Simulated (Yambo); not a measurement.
G0W0@LDA for LiF (rock salt, space group Fm-3m, No. 225) in Yambo. Reference settings: 8×8×8 Γ-centred k mesh, 65 bands and a 14 Ry block in the screening, 65 bands in G with the Bruneval-Gonze terminator, plasmon pole fitted at 27.2 eV. The LDA gap Γ → Γ on this mesh is 9.75 eV; G0W0 gaps are taken between the same points.

Gap (Γ → Γ) in eV against the number of bands and the screening block, terminator on:

| bands (W and G) | 2 Ry | 5 Ry | 8 Ry | 11 Ry | 14 Ry |
|---|---|---|---|---|---|
| 13 | 15.752 | 14.901 | 14.944 | 14.952 | 15.027 |
| 22 | 15.457 | 14.604 | 14.690 | 14.702 | 14.795 |
| 33 | 15.374 | 14.518 | 14.637 | 14.651 | 14.757 |
| 49 | 15.345 | 14.481 | 14.617 | 14.633 | 14.745 |
| 65 | 15.335 | 14.467 | 14.606 | 14.623 | 14.740 |

At the largest block the last step in bands moves the gap by -0.005 eV; at the most bands the last step in the block moves it by 0.117 eV.

Geometry relaxed with LDA; primitive cell a = 2.761 Å, b = 2.761 Å, c = 2.761 Å, α = 60.00°, β = 60.00°, γ = 60.00°.
